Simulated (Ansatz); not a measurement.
**Property card of a Pt sheet**

The cell was found from a structure generator's guess, not taken from experiment.

The calculation used Ansatz 0.2.0, DFT PBE, scalar-relativistic, plane waves, PAW. Settings: cutoff 420 eV, Γ-centred mesh 22×22×1 on the computed 1-atom cell, Gaussian smearing of 0.10 eV; no spin polarisation.

This is a two-dimensional sheet: the third axis spans vacuum and isn't periodic.

```xyz
1
Lattice="2.5231 0.0000 0.0000 0.0000 2.5231 0.0000 0.0000 0.0000 23.8000" Properties=species:S:1:pos:R:3 pbc="T T F"
Pt    0.0000    0.0000    7.0000
```

Energies count from the standard state of Pt at the same level.

- Layer group: p4/mmm (No. 61)
- In-plane cell: a = 2.523 Å, b = 2.523 Å, γ = 90.0°
- Area per atom: 6.37 Å²
- Thickness between the outermost nuclei: 0.00 Å
- Energy over the standard state: +1.35 eV/atom
- Band gap over mesh and path: none (metal or semimetal)
- Density of states at the Fermi level: 2.6 states/eV per cell
- Löwdin character within 0.5 eV of the Fermi level: Pt 5d 89 %, Pt 6s 10 %
- Bader charges (e): Pt1 0.00

Levels along Γ–X–M–Γ, in eV from the Fermi level, sorted by energy at each point. Points in fractions of the primitive reciprocal vectors: Γ (0.000 0.000 0.000), X (0.000 0.500 0.000), M (0.500 0.500 0.000).
```
point  k (1/Å, with 2π)  band 6  band 7  band 8  band 9  band 10  band 11  band 12
    Γ             0.000   -5.86   -2.26    0.01    0.01     0.96     1.76     5.92
    -             0.178   -5.73   -2.20   -0.42    0.03     0.81     2.17     6.03
    -             0.356   -5.22   -2.04   -1.24    0.08     0.40     2.95     6.38
    -             0.534   -4.16   -2.07   -1.79   -0.14     0.16     3.83     6.95
    -             0.712   -2.81   -2.63   -1.49   -0.68     0.24     4.81     7.75
    -             0.889   -3.38   -1.23   -1.14   -0.78     0.32     5.87     8.77
    -             1.067   -3.73   -1.44   -0.98    0.37     0.99     6.90     7.29
    X             1.245   -3.85   -1.54   -0.89    0.39     1.93     6.36     7.45
    -             1.423   -3.81   -2.00   -0.85    0.15     2.42     6.39     7.71
    -             1.601   -3.69   -2.93   -0.74   -0.45     3.46     6.49     8.40
    -             1.779   -3.51   -2.96   -1.18   -0.55     4.62     6.63     9.34
    -             1.957   -3.30   -1.88   -1.41   -0.26     5.76     6.84    10.44
    -             2.135   -3.11   -2.44   -0.45    0.78     6.79     7.14    11.63
    -             2.312   -2.96   -2.79   -0.23    2.26     7.56     7.57    12.81
    M             2.490   -2.91   -2.91   -0.17    2.90     7.88     7.88    12.61
    -             2.742   -2.89   -2.79   -0.29    1.81     5.84     9.04    11.80
    -             2.993   -2.81   -2.44   -0.63   -0.15     2.73     9.51    11.19
    -             3.245   -2.57   -2.05   -1.90   -1.22     0.16     7.37     9.60
    -             3.497   -3.66   -2.12   -1.57   -1.26    -0.86     5.50     7.99
    -             3.748   -4.87   -1.84   -1.44   -0.63    -0.17     3.88     6.84
    -             4.000   -5.61   -2.15   -0.58   -0.16     0.65     2.52     6.15
    Γ             4.251   -5.86   -2.26    0.01    0.01     0.96     1.76     5.92
```

The last run used a 22×22×1 mesh for its 1-atom cell and Gaussian smearing of 0.10 eV. Spin–orbit coupling, which can matter for Pt, is left out.
